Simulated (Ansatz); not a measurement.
YPb₂:
```cif
data_Pb8Y4
_chemical_formula_sum 'Pb8 Y4'
_space_group_name_H-M_alt 'Cmcm'
_space_group_IT_number 63
_space_group_name_Hall '-C 2c 2'
_cell_length_a 4.50455
_cell_length_b 16.39383
_cell_length_c 4.46624
_cell_angle_alpha 90.000
_cell_angle_beta 90.000
_cell_angle_gamma 90.000
loop_
_space_group_symop_operation_xyz
  'x, y, z'
  '-x, -y, -z'
  '-x, -y, z+1/2'
  'x, y, -z+1/2'
  'x, -y, -z'
  '-x, y, z'
  '-x, y, -z+1/2'
  'x, -y, z+1/2'
  'x+1/2, y+1/2, z'
  '-x+1/2, -y+1/2, -z'
  '-x+1/2, -y+1/2, z+1/2'
  'x+1/2, y+1/2, -z+1/2'
  'x+1/2, -y+1/2, -z'
  '-x+1/2, y+1/2, z'
  '-x+1/2, y+1/2, -z+1/2'
  'x+1/2, -y+1/2, z+1/2'
loop_
_atom_site_label
_atom_site_type_symbol
_atom_site_symmetry_multiplicity
_atom_site_Wyckoff_symbol
_atom_site_fract_x
_atom_site_fract_y
_atom_site_fract_z
_atom_site_occupancy
Pb1 Pb 4 c 0.00000 0.43185 0.25000 1
Y1 Y 4 c 0.00000 0.09552 0.25000 1
Pb2 Pb 4 c 0.00000 0.25054 0.75000 1
```
(The calculation used a cell of 6 atoms; values per cell refer to that cell.)

Relaxed at zero pressure with DFT-PBEsol in the program Ansatz with PAW potentials.

The volume is lowered by 6 % and shape and atoms relax at that volume. What pressure results, and how do the axes share the change?

4.1 GPa; a -1.8 %, b -2.6 %, c -1.7 %; the energy rises by 20 meV/atom.

Give the new structure.


Space group Cmcm (No. 63); a = 4.424 Å, b = 15.962 Å, c = 4.391 Å, α = β = γ = 90.00°

```csv
atom,site,symmetry,x,y,z
Pb,4c,m2m,0.0000,0.4310,0.2500
Y,4c,m2m,0.0000,0.0952,0.2500
Pb,4c,m2m,0.0000,0.2503,0.7500
```

The phase is kept; no other phase was compared at this pressure.

The workflow started from an entry of the Crystallography Open Database (COD). Whether it is the stable phase at ambient conditions was not checked. The cell was relaxed with PBEsol under the symmetry of its start; its stability against distortions is not shown here. The run is not spin-polarised. Axis ratios of metals converge slowly with the k-mesh, so a and c are less sure than the volume. Scalar-relativistic: spin–orbit coupling is off unless named, which matters more the heavier the elements.

Potentials: the later of the program's two PAW sets.
